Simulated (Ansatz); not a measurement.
Run on Ca: DFT, LDA, PAW with Ansatz's default frozen-core files, scalar-relativistic (Ansatz 0.2.0). This run: relaxed.

The cell is entry 9011033 of the Crystallography Open Database, unrelaxed.

Command: `ansatz run input.yaml --threads 1 --pin off --max-ram 3072MiB --backend cpu --events-out ev --progress --plain --runs-dir out` It took 11 s on 1 thread of Intel(R) Xeon(R) Platinum 8488C (Sapphire Rapids), with other jobs on the host, peak memory 0.43 GiB.

```yaml
crystal:
  lattice:
    - [0.0, 2.7942, 2.7942]
    - [2.7942, 0.0, 2.7942]
    - [2.7942, 2.7942, 0.0]
  atoms:
    - { symbol: Ca, position: [0.0, 0.0, 0.0] }
kpoints:
  mp_grid: { grid: [16, 16, 16] }
scf:
  occupations: { method: fermi_dirac, width: 0.05 }
hamiltonian:
  xc: lda
  pseudopotentials: { kind: paw }
output:
  forces: true
  stress: true
  write_density: true
  write_potential: true
  elf: true
  volumetric_format: npy
relax:
  f_tol: 0.003
  max_steps: 80
  cell: {}
```

Output:

```
Engine: ansatz 0.2.0
Pseudopotentials: kind: paw
Pseudopotential: Ca, paw, valence charge 10, recommended cutoff 420 eV (normal), Ca.paw.azcp
Functional definition: SPW92
  exchange = slater_x
  correlation = pw_c
Crystal: 1 atoms, lattice volume = 43.632 Å³
Basis set: ecut = 420 eV, 869 PW (Γ)
Bands: 9, of which v1, the nominal top of the filled ones, is band 5 counted from 1 (4 counted from 0)
Symmetry: 48 space group operations
Space group: Fm-3m (ITA 225), of the structure as read, at distance tolerance 3.5e-5 Å
k-points: 145 of 4096
Non-local potential: Ca, projectors of the file, l = 0: 3, l = 1: 2, l = 2: 2
PAW form: soft (Blöchl's): semilocal exchange-correlation on the pseudo side does not see the compensation charge
PAW frozen core: Ca, regenerated for the run's functional, and the local potential with it (the file was generated under x = pbe(κ = 0.804, μ = 0.2195149727645171), c = pbe(β = 0.06672455060314922))
PAW one-centre angular grid: Ca, 110 points (default); XC on 64 Gauss nodes
Initial density: superposition of atomic densities (neutral atoms: chi_scale 0, normalization atom), corrected by the library's trained network
Initial wavefunctions: pseudopotential atomic-orbital guess
Functional: x = slater, c = lda
SCF iter   1: F=—  HF=-1772.568191 eV  |F-HF|=—  |Δ(HF+E_count)|=         —  Δρ=3.52e-3  dr2=2.59e-3  ethr=1.77e-3  ⟨swp⟩=6.0  Hψ=10813  notcnv=0
preconditioner: auto → none  [metal: Δε(μ)=0.006 eV  Ē_g=3.415 eV  σ=0.050 eV  W_gap=0.03  n_scr=8 (ndim 8)  ℏωp=8.0 eV  f_vac=0.000  D(μ)=1.52/eV (n_scr^D=14)  sad-step TF]
SCF iter   2: F=—  HF=-1772.568174 eV  |F-HF|=—  |Δ(HF+E_count)|=   1.69e-5  Δρ=1.94e-3  dr2=7.79e-4  ethr=2.59e-5  ⟨swp⟩=2.3  Hψ=2934  notcnv=0
SCF iter   3: F=—  HF=-1772.568311 eV  |F-HF|=—  |Δ(HF+E_count)|=   1.37e-4  Δρ=2.37e-4  dr2=2.26e-5  ethr=7.79e-6  ⟨swp⟩=1.1  Hψ=1332  notcnv=0
SCF iter   4: F=—  HF=-1772.568309 eV  |F-HF|=—  |Δ(HF+E_count)|=   1.86e-6  Δρ=4.46e-5  dr2=2.58e-7  ethr=2.26e-7  ⟨swp⟩=2.2  Hψ=2056  notcnv=0
iter 5 did not close the SCF: its close was put off for the readings that it lacked (scf_convergence_deferred on its scf_iter line)
SCF iter   5: F=-1772.568309 eV  HF=-1772.568309 eV  |F-HF|=2.33e-9  |Δ(HF+E_count)|=   1.60e-7  Δρ=4.35e-6  dr2=1.33e-8  ethr=2.58e-9  ⟨swp⟩=2.9  Hψ=2070  notcnv=0
SCF iter   6: F=-1772.568309 eV  HF=-1772.568309 eV  |F-HF|=1.97e-10  |Δ(HF+E_count)|=  7.71e-10  Δρ=8.26e-7  dr2=5.14e-10  ethr=1.33e-10  ⟨swp⟩=5.0  Hψ=5919  notcnv=0
SCF 1 converged in 6 iterations: F = -1772.568309 eV  dr2 = 5.14e-10
  greatest PAW one-centre occupation: 0.996 electrons in one spin orbital (limit 2), on the Ca atom at site 0 (counted from 0), in its partial waves of l = 0
relax step   1: F+E_penalty+E_count = -1772.56830915 eV  Δ(F+E_penalty+E_count) = +0.000e0 eV  max|allowed force component| = 0.000e0 eV/Å  Δτ_max = 0.0000 Å  P = -2.128 GPa  Ω = 43.632 Å³  (6 SCF iters, dr2 threshold 1.00e-7 eV, accepted)
Crystal: 1 atoms, lattice volume = 41.286 Å³
Initial density: handed on by an earlier stage of this run
Initial wavefunctions: those handed on with the density
iter 1 solved again at ethr=2.44e-6 eV; its pass at ethr=3.10e-3 eV (dr2=2.44e-4 eV) is discarded
SCF iter   1: F=—  HF=-1772.594334 eV  |F-HF|=—  |Δ(HF+E_count)|=         —  Δρ=6.75e-4  dr2=2.44e-4  ethr=2.44e-6  ⟨swp⟩=1.8  Hψ=11600  notcnv=0
preconditioner: auto → none  [metal: Δε(μ)=0.030 eV  Ē_g=3.475 eV  σ=0.050 eV  W_gap=0.15  n_scr=8 (ndim 8)  ℏωp=8.2 eV  f_vac=0.000  D(μ)=1.56/eV (n_scr^D=14)]
SCF iter   2: F=—  HF=-1772.594321 eV  |F-HF|=—  |Δ(HF+E_count)|=   1.28e-5  Δρ=3.53e-4  dr2=5.29e-5  ethr=2.44e-6  ⟨swp⟩=1.5  Hψ=1466  notcnv=0
SCF iter   3: F=—  HF=-1772.594328 eV  |F-HF|=—  |Δ(HF+E_count)|=   6.87e-6  Δρ=5.96e-5  dr2=1.38e-6  ethr=5.29e-7  ⟨swp⟩=1.0  Hψ=1305  notcnv=0
SCF iter   4: F=-1772.594328 eV  HF=-1772.594328 eV  |F-HF|=1.54e-9  |Δ(HF+E_count)|=   2.52e-7  Δρ=9.00e-6  dr2=9.38e-9  ethr=1.00e-9  ⟨swp⟩=5.9  Hψ=6982  notcnv=0
SCF 2 converged in 4 iterations: F = -1772.594328 eV  dr2 = 9.38e-9
relax step   2: F+E_penalty+E_count = -1772.59432767 eV  Δ(F+E_penalty+E_count) = -2.602e-2 eV  max|allowed force component| = 0.000e0 eV/Å  Δτ_max = 0.0000 Å  P = -1.392 GPa  Ω = 41.286 Å³  energy of the carried Pulay correction = +2.606e-5 eV  (4 SCF iters, dr2 threshold 1.00e-7 eV, accepted)
Crystal: 1 atoms, lattice volume = 37.485 Å³
Basis set: ecut = 420 eV, 725 PW (Γ)
iter 1 solved again at ethr=8.25e-6 eV; its pass at ethr=3.10e-3 eV (dr2=8.25e-4 eV) is discarded
SCF iter   1: F=—  HF=-1772.608975 eV  |F-HF|=—  |Δ(HF+E_count)|=         —  Δρ=1.34e-3  dr2=7.99e-4  ethr=8.25e-6  ⟨swp⟩=1.6  Hψ=12085  notcnv=0
preconditioner: auto → none  [metal: Δε(μ)=0.014 eV  Ē_g=3.657 eV  σ=0.050 eV  W_gap=0.07  n_scr=8 (ndim 8)  ℏωp=8.6 eV  f_vac=0.000  D(μ)=1.52/eV (n_scr^D=14)]
SCF iter   2: F=—  HF=-1772.608954 eV  |F-HF|=—  |Δ(HF+E_count)|=   2.16e-5  Δρ=7.03e-4  dr2=1.82e-4  ethr=7.99e-6  ⟨swp⟩=1.3  Hψ=1354  notcnv=0
SCF iter   3: F=—  HF=-1772.608971 eV  |F-HF|=—  |Δ(HF+E_count)|=   1.71e-5  Δρ=1.19e-4  dr2=4.67e-6  ethr=1.82e-6  ⟨swp⟩=1.0  Hψ=1305  notcnv=0
SCF iter   4: F=—  HF=-1772.608969 eV  |F-HF|=—  |Δ(HF+E_count)|=   1.59e-6  Δρ=1.70e-5  dr2=2.61e-8  ethr=1.00e-9  ⟨swp⟩=6.1  Hψ=7360  notcnv=0
SCF iter   5: F=-1772.608969 eV  HF=-1772.608969 eV  |F-HF|=3.33e-10  |Δ(HF+E_count)|=  1.19e-10  Δρ=1.52e-6  dr2=5.20e-10  ethr=2.61e-10  ⟨swp⟩=5.3  Hψ=6169  notcnv=0
SCF 3 converged in 5 iterations: F = -1772.608969 eV  dr2 = 5.20e-10
relax step   3: F+E_penalty+E_count = -1772.60896897 eV  Δ(F+E_penalty+E_count) = -1.464e-2 eV  max|allowed force component| = 0.000e0 eV/Å  Δτ_max = 0.0000 Å  P = +0.271 GPa  Ω = 37.485 Å³  energy of the carried Pulay correction = +7.151e-5 eV  (5 SCF iters, dr2 threshold 1.00e-7 eV, accepted)
Crystal: 1 atoms, lattice volume = 38.057 Å³
iter 1 solved again at ethr=2.70e-7 eV; its pass at ethr=3.10e-3 eV (dr2=2.70e-5 eV) is discarded
SCF iter   1: F=—  HF=-1772.609399 eV  |F-HF|=—  |Δ(HF+E_count)|=         —  Δρ=2.23e-4  dr2=2.22e-5  ethr=2.70e-7  ⟨swp⟩=2.2  Hψ=11283  notcnv=0
preconditioner: auto → none  [metal: Δε(μ)=0.020 eV  Ē_g=3.645 eV  σ=0.050 eV  W_gap=0.10  n_scr=8 (ndim 8)  ℏωp=8.5 eV  f_vac=0.000  D(μ)=1.54/eV (n_scr^D=14)]
SCF iter   2: F=—  HF=-1772.609399 eV  |F-HF|=—  |Δ(HF+E_count)|=   5.93e-8  Δρ=1.17e-4  dr2=5.22e-6  ethr=2.22e-7  ⟨swp⟩=1.0  Hψ=1312  notcnv=0
SCF iter   3: F=-1772.609399 eV  HF=-1772.609399 eV  |F-HF|=6.44e-8  |Δ(HF+E_count)|=   5.71e-7  Δρ=1.72e-5  dr2=9.38e-8  ethr=1.00e-9  ⟨swp⟩=6.4  Hψ=6824  notcnv=0
SCF 4 converged in 3 iterations: F = -1772.609399 eV  dr2 = 9.38e-8
relax step   4: F+E_penalty+E_count = -1772.60939934 eV  Δ(F+E_penalty+E_count) = -4.304e-4 eV  max|allowed force component| = 0.000e0 eV/Å  Δτ_max = 0.0000 Å  P = -0.023 GPa  Ω = 38.057 Å³  energy of the carried Pulay correction = +6.441e-5 eV  (3 SCF iters, dr2 threshold 1.00e-7 eV, accepted)
Initial wavefunctions: pseudopotential atomic-orbital guess (no wavefunctions were taken with the density)
iter 1 solved again at ethr=1.54e-8 eV; its pass at ethr=3.10e-3 eV (dr2=1.54e-6 eV) is discarded
SCF iter   1: F=—  HF=-1772.609369 eV  |F-HF|=—  |Δ(HF+E_count)|=         —  Δρ=5.11e-5  dr2=2.38e-7  ethr=1.54e-8  ⟨swp⟩=3.1  Hψ=14963  notcnv=0
preconditioner: auto → none  [metal: Δε(μ)=0.020 eV  Ē_g=3.644 eV  σ=0.050 eV  W_gap=0.10  n_scr=8 (ndim 8)  ℏωp=8.5 eV  f_vac=0.000  D(μ)=1.54/eV (n_scr^D=14)]
SCF iter   2: F=—  HF=-1772.609369 eV  |F-HF|=—  |Δ(HF+E_count)|=   6.62e-8  Δρ=2.27e-5  dr2=3.01e-8  ethr=2.38e-9  ⟨swp⟩=2.2  Hψ=2023  notcnv=0
SCF iter   3: F=—  HF=-1772.609369 eV  |F-HF|=—  |Δ(HF+E_count)|=   2.45e-9  Δρ=5.63e-6  dr2=1.87e-9  ethr=3.01e-10  ⟨swp⟩=1.0  Hψ=1305  notcnv=0
SCF iter   4: F=—  HF=-1772.609369 eV  |F-HF|=—  |Δ(HF+E_count)|=  1.03e-10  Δρ=2.59e-7  dr2=1.01e-11  ethr=1.00e-12  ⟨swp⟩=4.7  Hψ=5558  notcnv=0
SCF iter   5: F=-1772.609369 eV  HF=-1772.609369 eV  |F-HF|=4.55e-13  |Δ(HF+E_count)|=  1.82e-12  Δρ=1.58e-8  dr2=4.54e-14  ethr=1.00e-12  ⟨swp⟩=4.0  Hψ=3961  notcnv=0
SCF 5 converged in 5 iterations: F = -1772.609369 eV  dr2 = 4.54e-14
relax step   5: F+E_penalty+E_count = -1772.60936918 eV  Δ(F+E_penalty+E_count) = +3.016e-5 eV  max|allowed force component| = 0.000e0 eV/Å  Δτ_max = 0.0000 Å  P = -0.024 GPa  Ω = 38.057 Å³  stress off target by 2.42e-2 GPa  SCF on the basis re-selected at this cell (its energy is not comparable with the rows above)  (5 SCF iters)
basis re-selected at this cell: Δ(F+E_penalty+E_count) = +3.016e-5 eV, ΔP = -0.001 GPa vs the last step (what re-selecting the basis moved, of the pressure what is left beyond the Pulay correction that the steps carried, after the strain that the cell walked since its last selection, with what the two solves' SCF thresholds leave and, on support functions, any second-order correction that the steps lacked; it is no measure of the basis error at this ecutwfc). This SCF's stress stands 2.42e-2 GPa from its target on what of the cell is left free (relax.cell.stress_tol is 5.00e-2 GPa) and its largest allowed force component is 0.00e0 eV/Å (relax.f_tol is 3.00e-3 eV/Å): within both
SCF converged after 5 iterations
Free energy (F): -1772.609369 eV
Harris-Foulkes:  -1772.609369 eV  (|F-HF|=4.55e-13)
Internal energy: -1772.597535 eV  (E = F + TS)
E sigma→0 (E₀):  -1772.603452 eV
Entropy (-TS):   -0.011834 eV (-11.834 meV/atom)
Fermi energy:    5.494277 eV
--- Per-component energies (eV) ---
  E_band       = -166.583550
  E_kinetic    = 275.966331
  E_local      = -819.865841  (includes V_loc(G=0)·N_el)
  E_nonlocal   = 67.269698
  E_hartree    = 272.229781
  E_xc         = -134.042914
  E_vxc        = -168.461502  (∫ρ·V_xc dr)
  E_paw        = -816.206879  (= ΣΔE_a)
  E_vpaw       = -65.951789  (= ΣTr[D̂ρ^β])
  E_aug_tail   = -0.000005  (compensation charges beyond the density's cutoff)
  E_ewald      = -618.230872
  E_core_change = 0.283166  (= ΣΔE_core)
  E_smearing   = -0.011834  (= −TS)
  E_closure    = -0.000000  (closes the sum)
  Σ components = -1772.609369   (vs F -1772.609369, Δ=0.00e0)
--- Forces (eV/Å), atoms counted from 1 ---
  atom   1  Ca     0.00000000    -0.00000000     0.00000000
  max |Σ_I F_I| component: 3.94e-31 eV/Å
--- Stress (GPa, compression-positive) ---
       -0.024152       0.000000       0.000000
        0.000000      -0.024152       0.000000
        0.000000       0.000000      -0.024152
  P = ⅓ Tr σ = -0.0242 GPa (-0.242 kbar)
--- Band table (eV; the first three rows and the last of 145) ---
  k-point 0: bands = ["-35.9401", "-17.0777", "-17.0777", "-17.0777", "1.2801", "7.8293", "7.8293", "7.8293", "9.0308"]
  k-point 1: bands = ["-35.9392", "-17.0858", "-17.0787", "-17.0787", "1.3535", "7.7511", "7.8587", "7.8587", "9.0047"]
  k-point 2: bands = ["-35.9367", "-17.1088", "-17.0818", "-17.0818", "1.5704", "7.5371", "7.9314", "7.9314", "8.9495"]
  k-point 144: bands = ["-35.9091", "-17.2133", "-17.2133", "-17.1550", "5.6007", "6.1921", "6.1921", "8.1836", "10.0171"]
--- Relaxed structure (4 steps of the walk, 4 accepted, 1 SCFs on fresh bases) ---
  F+E_penalty+E_count = -1772.60936918 eV   max|allowed force component| = 0.000e0 eV/Å   (the final SCF, on the basis selected at the relaxed cell)
  cell:  # Å, volume = 38.0568 Å³
    - [1.4959693827829393e-33, 2.6697303331241673, 2.6697303331241673]
    - [2.6697303331241673, -9.307015478835852e-34, 2.6697303331241673]
    - [2.6697303331241673, 2.6697303331241673, 1.4330733842518844e-33]
  atoms:
    - { symbol: Ca, position: [0.0, 0.0, 0.0] }
```

Next run, as changes to the input before:

```diff
   lattice:
-    - [0.0, 2.7942, 2.7942]
-    - [2.7942, 0.0, 2.7942]
-    - [2.7942, 2.7942, 0.0]
+    - [0.0, 2.6697303331, 2.6697303331]
+    - [2.6697303331, 0.0, 2.6697303331]
+    - [2.6697303331, 2.6697303331, 0.0]
   atoms:
   stress: true
-  write_density: true
-  write_potential: true
-  elf: true
-  volumetric_format: npy
-relax:
-  f_tol: 0.003
-  max_steps: 80
-  cell: {}
+  eigenvalues: true
```

Command: `ansatz run input.yaml --threads 1 --pin off --max-ram 3072MiB --backend cpu --events-out ev --progress --plain --runs-dir out` It took 1.7 s on 1 thread of Intel(R) Xeon(R) Platinum 8488C (Sapphire Rapids), with other jobs on the host, peak memory 0.35 GiB.

Results part of the output:

```
SCF 1 converged in 6 iterations: F = -1772.609369 eV  dr2 = 1.07e-11
  greatest PAW one-centre occupation: 0.996 electrons in one spin orbital (limit 2), on the Ca atom at site 0 (counted from 0), in its partial waves of l = 0
SCF converged after 6 iterations
Free energy (F): -1772.609369 eV
Harris-Foulkes:  -1772.609369 eV  (|F-HF|=2.05e-12)
Internal energy: -1772.597535 eV  (E = F + TS)
E sigma→0 (E₀):  -1772.603452 eV
Entropy (-TS):   -0.011834 eV (-11.834 meV/atom)
Fermi energy:    5.494277 eV
--- Per-component energies (eV) ---
  E_band       = -166.583534
  E_kinetic    = 275.966324
  E_local      = -819.865823  (includes V_loc(G=0)·N_el)
  E_nonlocal   = 67.269695
  E_hartree    = 272.229770
  E_xc         = -134.042913
  E_vxc        = -168.461500  (∫ρ·V_xc dr)
  E_paw        = -816.206876  (= ΣΔE_a)
  E_vpaw       = -65.951786  (= ΣTr[D̂ρ^β])
  E_aug_tail   = -0.000005  (compensation charges beyond the density's cutoff)
  E_ewald      = -618.230872
  E_core_change = 0.283166  (= ΣΔE_core)
  E_smearing   = -0.011834  (= −TS)
  E_closure    = 0.000000  (closes the sum)
  Σ components = -1772.609369   (vs F -1772.609369, Δ=0.00e0)
--- Forces (eV/Å), atoms counted from 1 ---
  atom   1  Ca     0.00000000    -0.00000000    -0.00000000
  max |Σ_I F_I| component: 5.92e-31 eV/Å
--- Stress (GPa, compression-positive) ---
       -0.024153       0.000000       0.000000
        0.000000      -0.024153      -0.000000
        0.000000      -0.000000      -0.024153
  P = ⅓ Tr σ = -0.0242 GPa (-0.242 kbar)
--- Band table (eV; the first three rows and the last of 145) ---
  k-point 0: bands = ["-35.9401", "-17.0777", "-17.0777", "-17.0777", "1.2801", "7.8293", "7.8293", "7.8293", "9.0308"]
  k-point 1: bands = ["-35.9392", "-17.0858", "-17.0787", "-17.0787", "1.3535", "7.7511", "7.8587", "7.8587", "9.0047"]
  k-point 2: bands = ["-35.9367", "-17.1088", "-17.0818", "-17.0818", "1.5704", "7.5371", "7.9314", "7.9314", "8.9495"]
  k-point 144: bands = ["-35.9091", "-17.2133", "-17.2133", "-17.1550", "5.6007", "6.1921", "6.1921", "8.1836", "10.0171"]
```

The PAW files were made under PBE.
